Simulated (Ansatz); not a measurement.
Review of an SCF result for Ni

The cell (2 atoms) is Ni as a measured crystal structure (space group Fm-3m, primitive cell doubled). Source: COD entry 2102251; the sample's temperature and pressure aren't taken into account, and it need not be the stable phase.

The calculation used DFT, PBE, PAW, plane waves, scalar-relativistic in Ansatz.

```yaml
crystal:
  lattice:
    - [3.556, 1.778, 1.778]
    - [1.778, 3.556, 1.778]
    - [1.778, 1.778, 3.556]
  atoms:
    - { symbol: Ni, position: [0.0, 0.0, 0.0], spin: 2.0 }
    - { symbol: Ni, position: [0.5, 0.5, 0.5], spin: -2.0 }
magnetization:
  spin_polarized: true
hamiltonian:
  xc: pbe
  pseudopotentials: { kind: paw }
basis:
  ecutwfc: 420
kpoints:
  mp_grid: { grid: [13, 13, 13] }
scf:
  occupations: { method: fermi_dirac, width: 0.1 }
  lower_state_search: "off"
output:
  forces: true
  stress: true
```

It took 5.5 s on 2 threads of Intel(R) Xeon(R) 6975P-C (shared host), peak memory 0.46 GiB.

The end of the output:

```
SCF converged after 20 iterations
Magnetization: 0.0000 μB (18.0000 up, 18.0000 down)
Absolute magnetization: 0.0002 μB (∫|ρ↑−ρ↓|, with the PAW one-centre terms)
Spin contamination: 0.0000 ħ² per cell (⟨S²⟩ above its minimum at these occupations)
Per-site moments (μB) at R_I (Å): [(-0.0001, 1.0372), (0.0001, 1.0372)]
Free energy (F): -11679.407575 eV
Harris-Foulkes:  -11679.407575 eV  (|F-HF|=4.91e-11)
Internal energy: -11679.224824 eV  (E = F + TS)
E sigma→0 (E₀):  -11679.316199 eV
Entropy (-TS):   -0.182751 eV (-91.375 meV/atom)
Fermi energy:    17.280045 eV
--- Forces (eV/Å), atoms counted from 1 ---
  atom   1  Ni    -0.00000000     0.00000000    -0.00000000
  atom   2  Ni     0.00000000     0.00000000     0.00000000
--- Stress (GPa, compression-positive) ---
       -6.382718      -0.020945      -0.020945
       -0.020945      -6.382718      -0.020945
       -0.020945      -0.020945      -6.382718
  P = ⅓ Tr σ = -6.3827 GPa (-63.827 kbar)
```

A small moment in a metal is sensitive to the mesh and the smearing.

Site moments are taken inside atomic spheres and don't add up to the total.

Problem. The run converged. Is this the lowest state of the cell, and if not, what lies lower and how is it reached?

Solution. No. A state 39.3 meV/atom (0.079 eV per cell) lower exists in this cell: ferromagnetic, site moments Ni1 0.67, Ni2 0.67 μB, total 1.27 μB per cell, no gap on the k-mesh. It was reached from: parallel moments, default search for lower states [Ni1 2.00, Ni2 2.00 μB]; the moments in brackets, symmetry off, plain SCF [Ni1 2.00, Ni2 2.00 μB]. The wrong state matters: the pressure is -5.5 GPa there against -6.4 GPa here. This multiple of the primitive cell fits some opposed orders; other multiples fit others. “Lowest” means lowest among the runs made in this cell.
